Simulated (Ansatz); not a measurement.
A crystal relaxed with r2SCAN in Ansatz 0.2.0 has space group P-6 (No. 174) and a = 7.821 Å, c = 2.990 Å.

```json
{"atom": "Si", "site": "3k", "x": "0.2374", "y": "0.8243", "z": "0.5000"}
{"atom": "Xx", "site": "3j", "x": "0.3991", "y": "0.2286", "z": "0.0000"}
{"atom": "N", "site": "1d", "x": "0.3333", "y": "0.6667", "z": "0.5000"}
{"atom": "N", "site": "1e", "x": "0.6667", "y": "0.3333", "z": "0.0000"}
{"atom": "N", "site": "3k", "x": "0.9824", "y": "0.6847", "z": "0.5000"}
{"atom": "N", "site": "3j", "x": "0.3045", "y": "0.9594", "z": "0.0000"}
```

r2SCAN gives an indirect gap of 3.79 eV, from K to Γ; the least direct gap is 3.80 eV at Γ. Least and direct gap differ so little that the kind isn't settled. With HSE06 the gap is 4.82 eV and direct, at Γ. With PBE the valence top lies at K and the conduction bottom at Γ, 3.27 eV higher; the smallest vertical gap, at Γ, is 3.28 eV. Least and direct gap differ so little that the kind isn't settled. Meshes: r2SCAN 6×6×8, HSE06 3×3×6, PBE 6×6×8. r2SCAN's ε∞ is 4.3 along x and y, 4.4 along z.

**Question.** Which element is Xx?
A. Ge
B. Sn
C. Pb
D. C

**Answer.** A. Xx is Ge: Si3Ge3N8 on the sites of β-Si3N4 (relaxed group P-6). Around Si lie 4 N at 1.73–1.75 Å; around Ge lie 4 N at 1.82–1.85 Å; around N lie 3 Si at 1.73 Å; around N lie 3 Ge at 1.83 Å; around N lie 1 Si at 1.73 Å and 2 Ge at 1.82 Å; around N lie 2 Si at 1.75 Å and 1 Ge at 1.85 Å.

Values at 0 K without nuclear motion; spin polarisation is off, and the phase may be a hypothetical one.

Spin-orbit coupling is left out.

The meshes of the hybrids are coarse, so their gaps aren't converged to the digits shown.

For a response run the program warns that the ground state's bands aren't all converged, so ε∞ carries an extra error.
